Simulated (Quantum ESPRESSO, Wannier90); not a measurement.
**Au (fcc (Cu type)), plane waves to Wannier functions**

```
CELL_PARAMETERS angstrom
      0.00000     2.08564     2.08564
      2.08564     0.00000     2.08564
      2.08564     2.08564     0.00000
ATOMIC_POSITIONS crystal
  Au 0.00000 0.00000 0.00000
```

Cell from Materials Project (mp-81), symmetrised, no further relaxation. This is the element's usual structure. Level: PBEsol, no spin polarisation, no spin-orbit coupling; pw.x of Quantum ESPRESSO at 61 Ry with PseudoDojo potentials, 12×12×12 k-points, Wannier90. Density: 18×18×18 mesh, cold smearing 0.01 Ry. Spin-orbit coupling is left out although heavy elements are present.

The plane-wave run has 21 bands and 19 electrons a cell. On the energy scale of pw.x, whose zero is arbitrary, the Fermi level lies at 18.74 eV.

Isolated groups of bands, relative to the Fermi level (bands from 5 on overlap up to the last one computed):

```csv
bands,from (eV),to (eV),filling,weight on atomic waves
1,-105.35,-105.34,filled,Au 5s 99 %
2–4,-56.75,-56.58,filled,Au 5p 100 %
```

Input w.win, without the blocks of cell, atoms and k-points (1728 lines):

```
num_bands = 17
num_wann = 9
exclude_bands = 1-4
num_iter = 1000
conv_tol = 1.0e-6
conv_window = 4
dis_num_iter = 1000
dis_conv_tol = 1.0e-6
dis_froz_max = 34.99
write_hr = true
write_u_matrices = true
begin projections
f=0.01708,0.00366,-0.01561: s;p;d
end projections
mp_grid = 12 12 12
```

wannier90.x stops with:
```
dis_windows: More states in the frozen window than target WFs
```
At some k-point more bands lie below dis_froz_max than there are Wannier functions, and every frozen state has to fit into the subspace. Mended as below, all else unchanged, the run goes through (Ω_I = 7.6 Å²) and follows the plane-wave bands to 1.4 meV rms (states up to 1.0 eV relative to the Fermi level).
```
dis_froz_max = 20.24
```
